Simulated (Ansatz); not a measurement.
Pb (hcp, Mg type)

```
CELL_PARAMETERS angstrom
      3.48574     0.00000     0.00000
     -1.74287     3.01874     0.00000
      0.00000     0.00000     5.75641
ATOMIC_POSITIONS crystal
  Pb 0.33333 0.66667 0.25000
  Pb 0.66667 0.33333 0.75000
```

The slice is a (1 -1 0 0) plane (indices of the conventional cell) through the point (0.667, 0.333, 0.750) (fractional), spanned by u = [110] and v = [001] in vectors of this cell: u (3.49 Å) and v (5.76 Å, at 90° to u). It covers one period; positions are fractions (u, v).

Computed with r2SCAN+rVV10 (plane waves to 500 eV, PAW, scalar-relativistic; Ansatz, a program for electronic structure). k mesh 15×15×8. Inside the PAW spheres the values are not all-electron values, and peaks at nuclei hang on which shells count as valence. Pb was relaxed with its symmetry unable to fall. Spin-orbit coupling is left out, though Pb is heavy. This is one of several known forms of Pb; the measured ambient cells at hand have space group No. 225.

### Question
What is the ELF at the midpoint of the shortest Pb–Pb line in this plane (3.49 Å)?

### Answer
0.2.

### Question
What is the valence density on the shortest Pb–Pb line in this plane (3.49 Å), at its midpoint?

### Answer
0.12 e/Å³.

### Question
Predict the map of the valence electron density on the slice.

### Answer
```
|@@@@%%##++==::..    ..::==++##%%@@|
|%%%%##**++--::..    ..::--++**##%%|
|####**++==::..        ..::==++**##|
|++++++==--::..        ..::--==++++|
|====--::::..            ..::::--==|
|::::::....                ....::::|
|........                    ......|
|                                  |
|            ............          |
|          ....::::::::....        |
|        ....::::::::::::....      |
|      ....::::--------::::....    |
|      ....::----====----::....    |
|      ....::----====----::....    |
|      ....::----====----::....    |
|      ....::::--------::::....    |
|        ....::::::::::::....      |
|          ....::::::::....        |
|            ............          |
|                                  |
|........                    ......|
|::::::....                ....::::|
|====--::::..            ..::::--==|
|++++++==--::..        ..::--==++++|
|####**++==::..        ..::==++**##|
|%%%%##**++--::..    ..::--++**##%%|
|@@@@%%##++==::..    ..::==++##%%@@|
|@@@@%%##++==::........::==++##%%@@|
```
Scale: ten equal steps from -1.11 (start of ' ') to 1.02 (end of '@'), in the order ' .:-=+*#%@'. Values: log₁₀ of the valence density in e/Å³. The map has 17 points along u (two characters each, u = 0 at the left) and 28 along v (v = 0 in the bottom row). The scale is logarithmic, as a density can span decades between atoms and voids.
